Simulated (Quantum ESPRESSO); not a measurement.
Band energies of KIO3

```xyz
10
Lattice="3.1406 1.8132 5.1365 -3.1406 1.8132 5.1365 0.0000 -3.6264 5.1365" Properties=species:S:1:pos:R:3 pbc="T T T"
O     -0.3560    -2.0654     6.0575
O     -1.6107     1.3411     6.0575
O      1.9668     0.7244     6.0575
O     -1.5299    -0.4721     8.6258
O      1.1738    -1.0888     8.6258
O      0.3560     1.5610     8.6258
K      0.0000     0.0000    11.6219
K      0.0000     0.0000     3.9172
I      0.0000     0.0000     0.0631
I      0.0000     0.0000     7.7678
```

PBEsol (Quantum ESPRESSO, PseudoDojo norm-conserving, 84 Ry, scalar-relativistic); path ΓLB1,BZΓX,QFP1Z,LP; energies in eV from the valence-band maximum.

| k (1/Å) | point | band 30 | band 31 | band 32 | band 33 | band 34 | band 35 | band 36 | band 37 |
|---|---|---|---|---|---|---|---|---|---|
| 0.00 | Γ | -1.22 | -0.95 | -0.95 | -0.59 | 0.00 | 2.86 | 2.86 | 4.31 |
| 0.20 |  | -1.06 | -1.05 | -0.95 | -0.63 | -0.11 | 3.13 | 3.13 | 4.56 |
| 0.61 | L | -1.11 | -0.87 | -0.87 | -0.61 | -0.61 | 4.67 | 4.67 | 4.93 |
| 1.11 | B1 | -1.33 | -0.97 | -0.97 | -0.64 | -0.64 | 3.90 | 3.90 | 5.19 |
| 1.11 | B | -1.33 | -0.97 | -0.97 | -0.64 | -0.64 | 3.90 | 3.90 | 5.19 |
| 1.36 |  | -1.27 | -1.14 | -1.14 | -0.63 | -0.63 | 4.19 | 4.19 | 5.08 |
| 1.61 | Z | -1.19 | -1.19 | -1.19 | -0.59 | -0.59 | 4.82 | 4.82 | 4.82 |
| 1.82 |  | -1.25 | -1.10 | -1.10 | -0.61 | -0.43 | 3.87 | 3.87 | 4.91 |
| 2.22 | Γ | -1.22 | -0.95 | -0.95 | -0.59 | 0.00 | 2.86 | 2.86 | 4.31 |
| 2.60 |  | -1.12 | -0.97 | -0.85 | -0.72 | -0.29 | 3.33 | 3.92 | 5.10 |
| 2.97 | X | -1.25 | -0.99 | -0.87 | -0.77 | -0.51 | 3.87 | 4.07 | 4.59 |
| 2.97 | Q | -1.25 | -0.99 | -0.87 | -0.77 | -0.51 | 3.87 | 4.07 | 4.59 |
| 3.22 | F | -1.28 | -1.07 | -1.01 | -0.70 | -0.49 | 3.38 | 4.10 | 4.23 |
| 3.22 | P1 | -1.25 | -1.03 | -0.97 | -0.68 | -0.62 | 3.86 | 4.08 | 4.51 |
| 3.37 |  | -1.25 | -1.13 | -1.09 | -0.64 | -0.63 | 4.07 | 4.21 | 4.73 |
| 3.66 | Z | -1.19 | -1.19 | -1.19 | -0.59 | -0.59 | 4.82 | 4.82 | 4.82 |
| 3.66 | L | -1.11 | -0.87 | -0.87 | -0.61 | -0.61 | 4.67 | 4.67 | 4.93 |
| 3.80 |  | -1.11 | -0.89 | -0.88 | -0.63 | -0.61 | 4.35 | 4.61 | 4.83 |
| 4.09 | P | -1.25 | -1.03 | -0.97 | -0.68 | -0.62 | 3.86 | 4.08 | 4.51 |

The PBEsol gap is direct, 2.86 eV at Γ.

Without spin-orbit coupling, band edges of such heavy elements can be off by tenths of an eV.

Geometry of the Materials Project entry, not relaxed at this level.

The structure is a Materials Project entry; no match was found in the copy of COD used, and its stability was not checked.
